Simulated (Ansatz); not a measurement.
Data sheet: Al2Au (DFT)

Al₂Au:
Space group Fm-3m (No. 225); a = b = c = 6.003 Å, α = β = γ = 90.00°

```tsv
atom	site	symmetry	x	y	z
Au	4a	m-3m	0.0000	0.0000	0.0000
Al	8c	-43m	0.2500	0.2500	0.2500
```
(The calculation used a cell of 3 atoms; values per cell refer to that cell.)

Space group Fm-3m (No. 225), fluorite or antifluorite type; conventional cell a = b = c = 6.0030 Å, α = β = γ = 90.00°.

Method: PBEsol in the plane-wave PAW code Ansatz. The cell and atoms are relaxed at this level. Other levels are named where they apply.

Cell and energy:

* **Volume per atom**: 18.03 Å³
* **Density**: 7.70 g/cm³
* **Formation energy from the elements (no fitted shifts)**: -0.45 eV/atom

Electronic structure:

- Electronic character: metallic (no gap)
- Density of states at the Fermi level: 0.31 states/eV per atom (mean over ±0.08 eV)
- Gap with spin–orbit coupling: none (metallic)

Mechanics:

* **Bulk modulus (Birch–Murnaghan fit)**: 115 GPa
* **Pressure derivative B′**: 4.7
* **Elastic constants (relaxed ions, GPa)**: C11 = 153, C12 = 96.0, C44 = 52.0
* **Mechanical stability**: stable (all eigenvalues of C positive)
* **Hill bulk and shear moduli**: 115 and 40.9 GPa
* **Young's modulus**: 110 GPa
* **Poisson's ratio**: 0.34
* **Debye temperature from the elastic constants**: 294 K

Phonons:

- Highest zone-centre frequency: 263 cm⁻¹
- Zone-centre stability: no imaginary mode at Γ

The PBEsol relaxation kept the symmetry of its start. As this level gives no gap, shear constants depend on the k-mesh and smearing (Fermi–Dirac, 0.1 eV here). As this level gives no gap, phonon frequencies hold no LO–TO term and depend on the k-mesh and smearing (Fermi–Dirac, 0.1 eV here). The references are the lowest solids computed at this level, not always the standard phases. Scalar-relativistic: spin–orbit coupling is off unless named, which matters more the heavier the elements.

Potentials: the later of the program's two PAW sets.
